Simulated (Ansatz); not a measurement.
CuPd (CsCl type, Pm-3m), PBE (plane waves, PAW; program Ansatz), all energies at zero smearing, with the estimated change up to a 700 eV cutoff added, with one set of potentials and settings (totals compare only within such a set). Cell of 2 atoms (1 Cu, 1 Pd): -13598.263 eV.

```tsv
element	reference phase	E (eV/atom)
Cu	Fm-3m, 1 atoms in the cell	-6625.1757
Pd	Fm-3m, 1 atoms in the cell	-6972.8544
```

Formation energy per atom, worked out: (-13598.263 − 1×(-6625.1757) − 1×(-6972.8544))/2 = -0.116 eV/atom (-11 kJ per mol of atoms), at 0 K, without zero-point energy or fitted corrections.

The workflow started from a Materials Project entry (that database holds measured and hypothetical structures alike); the Crystallography Open Database files this formula in space group No. 221, but the cells were not matched. Its standing as an ambient phase is unchecked. Symmetry was held in the PBE relaxation; its stability against distortions is not shown here. The run is not spin-polarised. The references are the lowest solids computed at this level, not always the standard phases.

Potentials: the later of the program's two PAW sets.
